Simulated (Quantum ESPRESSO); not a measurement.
# Si4O6FN: input and log of a self-consistent run

A calculation, not a measurement. The program is pw.x of Quantum ESPRESSO 7.5 (plane-wave density functional theory). The cell is made up: 12 atoms on a rutile lattice, with randomly drawn elements, strain and displacements, not relaxed. PseudoDojo standard norm-conserving files (v0.5 for PBE, v0.4.1 for LDA and PBEsol) set the functional; there is no spin polarisation, spin-orbit coupling or dispersion term, and the masses in the input are unused placeholders.

Input:

```
&control calculation='scf', pseudo_dir='./dojo.nc.sr.pbe.v0_5.standard.upf', outdir='./o', disk_io='low', tprnfor=.true., tstress=.true. /
&system ibrav=0, nat=12, ntyp=4, nbnd=38, ecutwfc=105.61755193, nosym=.true., tot_charge=0,
 occupations='smearing', smearing='fd', degauss=0.0018374661
/
&electrons conv_thr=7.350e-09, electron_maxstep=60, /
ATOMIC_SPECIES
F 1.0 F.upf
N 1.0 N.upf
O 1.0 O.upf
Si 1.0 Si.upf
CELL_PARAMETERS angstrom
4.2781 -0.0287 -0.0523
-0.0287 4.3094 0.0354
-0.0666 0.045 5.4682
ATOMIC_POSITIONS angstrom
Si 0.151 0.1018 -0.1124
Si 2.1403 2.0473 1.3093
Si -0.0845 0.0527 2.5281
Si 2.0552 2.1026 4.1543
O 1.3587 1.3222 -0.0723
F 2.9561 3.0862 0.0069
O 3.5214 0.838 1.3405
N 0.8163 3.5073 1.3433
O 1.1582 1.2146 2.711
O 2.9371 2.8304 2.7454
O 3.3895 0.9518 4.1305
O 0.7427 3.5385 4.1692
K_POINTS automatic
7 7 6 1 1 1
```

The log is shortened where brackets say so; the opening notice, blank lines, dates and the lines on written files are dropped, and the path of the files is cut. It prints rydbergs, bohrs and kilobars, and counts compression as positive stress. With no partly filled state, the Fermi energy that it prints is only some level between the filled and the empty states on the mesh, and need not lie in the true gap.

```
     Program PWSCF v.7.5
     Parallel version (MPI & OpenMP), running on       4 processor cores
     Number of MPI processes:                 4
     Threads/MPI process:                     1
     [start-up lines left out]
     bravais-lattice index     =            0
     lattice parameter (alat)  =       8.0852  a.u.
     unit-cell volume          =     680.1362 (a.u.)^3
     number of atoms/cell      =           12
     number of atomic types    =            4
     number of electrons       =        64.00
     number of Kohn-Sham states=           38
     kinetic-energy cutoff     =     105.6176  Ry
     charge density cutoff     =     422.4702  Ry
     scf convergence threshold =      7.3E-09
     mixing beta               =       0.7000
     number of iterations used =            8  plain     mixing
     Exchange-correlation= PBE
                           (   1   4   3   4   0   0   0)
     [axes and pseudopotential details left out]
   Cartesian axes
     site n.     atom                  positions (alat units)
         1        Si     tau(   1) = (   0.0352926   0.0237933  -0.0262708  )
         2        Si     tau(   2) = (   0.5002436   0.4785070   0.3060173  )
         3        Si     tau(   3) = (  -0.0197498   0.0123174   0.5908825  )
         4        Si     tau(   4) = (   0.4803535   0.4914321   0.9709675  )
         5        O      tau(   5) = (   0.3175634   0.3090324  -0.0168984  )
         6        F      tau(   6) = (   0.6909171   0.7213249   0.0016127  )
         7        O      tau(   7) = (   0.8230424   0.1958623   0.3133096  )
         8        N      tau(   8) = (   0.1907905   0.8197469   0.3139640  )
         9        O      tau(   9) = (   0.2707013   0.2838835   0.6336309  )
        10        O      tau(  10) = (   0.6864763   0.6615378   0.6416711  )
        11        O      tau(  11) = (   0.7922139   0.2224603   0.9654048  )
        12        O      tau(  12) = (   0.1735882   0.8270391   0.9744500  )
     number of k points=   147  Fermi-Dirac smearing, width (Ry)=  0.0018
     Number of k-points >= 100: set verbosity='high' to print them.
     Dense  grid:    99799 G-vectors     FFT dimensions: (  54,  54,  72)
     Estimated max dynamical RAM per process >     408.15 MB
     Estimated total dynamical RAM >       1.52 GB
     Initial potential from superposition of free atoms
     starting charge      63.9975, renormalised to      64.0000
     Starting wfcs are   48 randomized atomic wfcs
     total cpu time spent up to now is       25.8 secs
     per-process dynamical memory:   366.1 Mb
     Self-consistent Calculation
     iteration #  1     ecut=   105.62 Ry     beta= 0.70
     Davidson diagonalization with overlap
     ethr =  1.00E-02,  avg # of iterations =  2.8
     total cpu time spent up to now is       92.3 secs
     total energy              =    -301.85526728 Ry
     estimated scf accuracy    <       2.73413622 Ry
     iteration #  2     ecut=   105.62 Ry     beta= 0.70
     Davidson diagonalization with overlap
     ethr =  4.27E-03,  avg # of iterations =  3.0
     total cpu time spent up to now is      156.1 secs
     total energy              =    -302.56739516 Ry
     estimated scf accuracy    <       2.03774160 Ry
     iteration #  3     ecut=   105.62 Ry     beta= 0.70
     Davidson diagonalization with overlap
     ethr =  3.18E-03,  avg # of iterations =  2.4
     total cpu time spent up to now is      202.3 secs
     total energy              =    -302.96604324 Ry
     estimated scf accuracy    <       0.10040352 Ry
     iteration #  4     ecut=   105.62 Ry     beta= 0.70
     Davidson diagonalization with overlap
     ethr =  1.57E-04,  avg # of iterations =  4.9
     total cpu time spent up to now is      250.8 secs
     total energy              =    -302.99050104 Ry
     estimated scf accuracy    <       0.00599776 Ry
     iteration #  5     ecut=   105.62 Ry     beta= 0.70
     Davidson diagonalization with overlap
     ethr =  9.37E-06,  avg # of iterations =  9.5
     total cpu time spent up to now is      309.4 secs
     total energy              =    -302.99138273 Ry
     estimated scf accuracy    <       0.00229639 Ry
     iteration #  6     ecut=   105.62 Ry     beta= 0.70
     Davidson diagonalization with overlap
     ethr =  3.59E-06,  avg # of iterations =  3.1
     total cpu time spent up to now is      364.5 secs
     total energy              =    -302.99155730 Ry
     estimated scf accuracy    <       0.00041075 Ry
     iteration #  7     ecut=   105.62 Ry     beta= 0.70
     Davidson diagonalization with overlap
     ethr =  6.42E-07,  avg # of iterations =  2.9
     total cpu time spent up to now is      412.9 secs
     total energy              =    -302.99163148 Ry
     estimated scf accuracy    <       0.00003073 Ry
     iteration #  8     ecut=   105.62 Ry     beta= 0.70
     Davidson diagonalization with overlap
     ethr =  4.80E-08,  avg # of iterations =  2.0
     total cpu time spent up to now is      470.3 secs
     total energy              =    -302.99163727 Ry
     estimated scf accuracy    <       0.00000396 Ry
     iteration #  9     ecut=   105.62 Ry     beta= 0.70
     Davidson diagonalization with overlap
     ethr =  6.18E-09,  avg # of iterations =  3.2
     total cpu time spent up to now is      528.5 secs
     total energy              =    -302.99163832 Ry
     estimated scf accuracy    <       0.00000155 Ry
     iteration # 10     ecut=   105.62 Ry     beta= 0.70
     Davidson diagonalization with overlap
     ethr =  2.42E-09,  avg # of iterations =  2.0
     total cpu time spent up to now is      568.2 secs
     total energy              =    -302.99163840 Ry
     estimated scf accuracy    <       0.00000022 Ry
     iteration # 11     ecut=   105.62 Ry     beta= 0.70
     Davidson diagonalization with overlap
     ethr =  3.51E-10,  avg # of iterations =  2.1
     total cpu time spent up to now is      625.5 secs
     End of self-consistent calculation
     Number of k-points >= 100: set verbosity='high' to print the bands.
     the Fermi energy is    12.6149 ev
!    total energy              =    -302.99163845 Ry
     estimated scf accuracy    <          7.2E-09 Ry
     smearing contrib. (-TS)   =      -0.00000000 Ry
     internal energy E=F+TS    =    -302.99163845 Ry
     The total energy is F=E-TS. E is the sum of the following terms:
     one-electron contribution =     -42.03465590 Ry
     hartree contribution      =      68.54316494 Ry
     xc contribution           =     -81.36382838 Ry
     ewald contribution        =    -248.13631911 Ry
     convergence has been achieved in  11 iterations
     Forces acting on atoms (cartesian axes, Ry/au):
     atom    1 type  4   force =     0.06037699   -0.06735372    0.09560036
     atom    2 type  4   force =    -0.12563405    0.07577049    0.21449681
     atom    3 type  4   force =     0.15796393   -0.19588756    0.17477344
     atom    4 type  4   force =    -0.02757001    0.04430970   -0.26290844
     atom    5 type  3   force =     0.03659665    0.03100555    0.04923246
     atom    6 type  1   force =    -0.03531668   -0.06574622   -0.03339932
     atom    7 type  3   force =    -0.19844789    0.14713507   -0.19553222
     atom    8 type  2   force =     0.01048062   -0.04600509   -0.06761823
     atom    9 type  3   force =     0.12511884    0.10894948    0.04657641
     atom   10 type  3   force =    -0.02001769    0.05245284    0.01256884
     atom   11 type  3   force =     0.00771144   -0.05355619    0.01810805
     atom   12 type  3   force =     0.00873784   -0.03107434   -0.05189814
     Total force =     0.638777     Total SCF correction =     0.000237
     Computing stress (Cartesian axis) and pressure
          total   stress  (Ry/bohr**3)                   (kbar)     P=       40.47
   0.00011169   0.00093841   0.00026974           16.43      138.05       39.68
   0.00093841   0.00009311  -0.00035644          138.05       13.70      -52.43
   0.00026974  -0.00035644   0.00062046           39.68      -52.43       91.27
     init_run     :     24.80s CPU     25.62s WALL (       1 calls)
     electrons    :    595.53s CPU    599.72s WALL (       1 calls)
     forces       :      5.64s CPU      5.69s WALL (       1 calls)
     stress       :     20.03s CPU     20.76s WALL (       1 calls)
     [timing details left out]
     PWSCF        :  10m46.34s CPU  10m52.37s WALL
     JOB DONE.
```

In other units: free energy -4122.411 eV for the cell, pressure 4.05 GPa, largest force component 6.760 eV/Å. This run is the check on a run of the same cell at a cutoff of 1143 eV and k mesh 5 x 5 x 4: rerunning at a cutoff of 1437 eV and k mesh 7 x 7 x 6 moved values by no more than 0.003 eV in energy, 0.04 GPa in stress and 0.002 eV/Å in force.